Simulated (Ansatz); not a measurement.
Task: Mg (hcp (Mg type), P6_3/mmc) is relaxed with r²SCAN (plane waves, PAW; program Ansatz). What lattice parameters of the conventional cell result?

Result: a = 3.195 Å, c = 5.108 Å.

Symmetry was held in the r²SCAN relaxation. Axis ratios of metals converge slowly with the k-mesh, so a and c are less sure than the volume.

Potentials: the earlier of the program's two PAW sets.
